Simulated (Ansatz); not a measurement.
Trial structure of As₂CO₃, not yet relaxed:

```xyz
6
Lattice="3.3375 0.0000 0.0000 0.0000 3.3375 0.0000 0.0000 0.0000 7.3146" Properties=species:S:1:pos:R:3 pbc="T T T"
As    0.0000    1.6688    5.3689
As    1.6688    0.0000    1.9457
C     0.0000    0.0000    0.0000
O     1.6688    1.6688    0.0000
O     0.0000    1.6688    2.7942
O     1.6688    0.0000    4.5204
```

Theory: Ansatz 0.2.0, DFT PBE, scalar-relativistic, plane waves, PAW. Plane waves to 420 eV, a k mesh through Γ of 6×6×4 on the computed 6-atom cell and Gaussian smearing (0.10 eV); no spin polarisation.

The zero of energy is the elements' standard structures at the same level (O₂ as a molecule); no fitted shifts are applied.

**Question.** What does a single point on this coarse mesh give?

**Answer.** The pressure is -24.5 GPa (the mean over three directions, positive in compression), the largest force is 1.20 eV/Å, and the energy is +0.86 eV/atom against the elements. The shortest distance is 2.36 Å.

**Question.** How much does it gain on relaxing, and where does it end?

**Answer.** Relaxing gains about 0.36 eV/atom (the start's value is from the coarse mesh, so the gain is rough) in 14 ionic steps and ends at +0.51 eV/atom on the finer mesh. The symmetry stays P-4m2 (No. 115). The volume per atom shrinks by 23.2 %, from 13.6 to 10.4 Å³. The shortest distance goes from 2.36 Å (C–O) to 2.17 Å (C–O). Conventional cell: a = 3.066 Å, c = 6.656 Å. As is surrounded by 5 O at 2.22–2.26 Å, 2 C at 2.44 Å and 2 O at 2.44 Å; C has 4 O at 2.17 Å and 4 As at 2.44 Å; around O on a site of symmetry -4m2 lie 4 C at 2.17 Å and 4 As at 2.44 Å; 1 more site not described.

The last run used a 12×12×6 mesh (in the run's order of axes) for its 6-atom cell and Gaussian smearing of 0.10 eV. The reference forms of As and C are held partly by dispersion forces, which this level lacks. The relaxation can't lower the symmetry of the start. A structure relaxed within its symmetry needn't be a true minimum.
